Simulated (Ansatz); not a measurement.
Clamped-ion strain scan in Y

These are results of Ansatz, DFT PBEsol, scalar-relativistic, plane waves, PAW, not measurements. Cutoff 420 eV, Γ-centred 18×18×8 k-points, Gaussian smearing of 0.15 eV. No spin polarisation. Energies are free energies at this smearing, counted from the undisturbed cell; pressure is positive in compression.

Reference structure (as given, not relaxed at this level; it stands at -2.3 GPa):

```yaml
crystal:
  lattice:
    - [3.65150, 0.00000, 0.00000]
    - [-1.82575, 3.16229, 0.00000]
    - [0.00000, 0.00000, 5.74740]
  atoms:
    - { symbol: Y, position: [0.33333, 0.66667, 0.25000] }
    - { symbol: Y, position: [0.66667, 0.33333, 0.75000] }
```

The cell is strained by ε times the Voigt pattern (0, 0, 0, 1, 0, 0) (xx, yy, zz, yz, xz, xy; engineering shear) with fractional coordinates fixed. The cell is metallic on the mesh throughout.

| ε | ΔE (meV/atom) |
| --- | --- |
| -0.0600 | 8.3 |
| -0.0300 | 2.1 |
| 0.0000 | 0.0 |
| 0.0075 | 0.1 |
| 0.0150 | 0.5 |
| 0.0225 | 1.2 |
| 0.0375 | 3.2 |
| 0.0450 | 4.7 |
| 0.0525 | 6.4 |

**Question.** Predict the pressure (GPa) at each point.

**Answer.**
```
      ε  pressure (GPa)
-0.0600            -2.2
-0.0300            -2.2
 0.0000            -2.3
 0.0075            -2.3
 0.0150            -2.2
 0.0225            -2.2
 0.0375            -2.2
 0.0450            -2.2
 0.0525            -2.2
```